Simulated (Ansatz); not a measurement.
Zr:
```
Zr
1.0
    5.03772     0.00000     0.00000
   -2.51886     4.36280     0.00000
    0.00000     0.00000     3.15867
Zr
3
Direct
  0.00000   0.00000   0.00000
  0.33333   0.66667   0.50000
  0.66667   0.33333   0.50000
```

Relaxed with r²SCAN. Special points in fractions of this cell's reciprocal vectors: Γ (0.000, 0.000, 0.000); M (0.500, 0.000, 0.000); K (0.333, 0.333, 0.000); A (0.000, 0.000, 0.500); L (0.500, 0.000, 0.500); H (0.333, 0.333, 0.500).

List the band energies nearest the Fermi level at these points for r²SCAN with spin–orbit coupling in the plane-wave PAW code Ansatz.

In eV from the Fermi level; about four levels below and three above (degenerate sets whole), none deeper than 8.9 eV; points with the same levels are listed once.

```csv
k,below,above
Γ,-0.55 -0.55 -0.12 -0.12,0.99 0.99 1.71 1.71
M,-0.56 -0.56 -0.50 -0.50,0.00 0.00 0.78 0.78
K,-0.48 -0.48 -0.46 -0.46,0.02 0.02 0.15 0.15
A,-2.05 -2.05 -1.62 -1.62,1.20 1.20 1.29 1.29
L,-0.92 -0.92 -0.66 -0.66,0.37 0.37 0.97 0.97
H,-1.21 -1.21 -1.19 -1.19,0.54 0.54 0.62 0.62
```

Space group P6/mmm. This is a known high-pressure phase of the composition, computed here at zero pressure and temperature. The r²SCAN relaxation kept the symmetry of its start; whether a distortion lowers the energy is not shown. The run is not spin-polarised.

Potentials: the earlier of the program's two PAW sets.
